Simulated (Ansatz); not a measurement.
Values for one crystal, relaxed and computed with r²SCAN in the plane-wave PAW code Ansatz; other levels are named.

| Item | Result |
|---|---|
| Volume per atom | 7.21 Å³ |
| Band gap | 3.22 eV (indirect) |
| Electronic dielectric constant ε∞ (DFPT) | 6.83 (xx), 6.81 (yy), 6.68 (zz) |
| Valence-band maximum | at Y2 (k = 0.500, 0.500, 0.000) |
| Static dielectric constant ε0 (ions relaxed, cell fixed) | 7.25 (xx), 8.19 (yy), 8.00 (zz) |
| Elastic constants (relaxed ions, GPa) | C11 = 522, C22 = 569, C33 = 576, C12 = 97.0, C13 = 92.1, C23 = 88.2, C44 = 216, C55 = 205, C66 = 197, C15 = -34.8, C25 = 49.9, C35 = 36.7, C46 = 36.2 |
| Mechanical stability | stable (all eigenvalues of C positive) |

Question: Which of these materials gives this?
(A) BP, zinc blende
(B) BN, zinc blende
(C) B4C, Cm (Pearson symbol mS30)
(D) B2CO, P-4m2 (B on 2g, C on 1a, O on 1c)

Answer: C, B4C, Cm (Pearson symbol mS30)

The first step of the workflow began from a Materials Project structure, measured or hypothetical; the Crystallography Open Database copy checked does not list it. Whether it is the stable phase at ambient conditions was not checked. Symmetry was held in the r²SCAN relaxation; of distortions, only those at the zone centre were tested.

Potentials: the earlier of the program's two PAW sets.
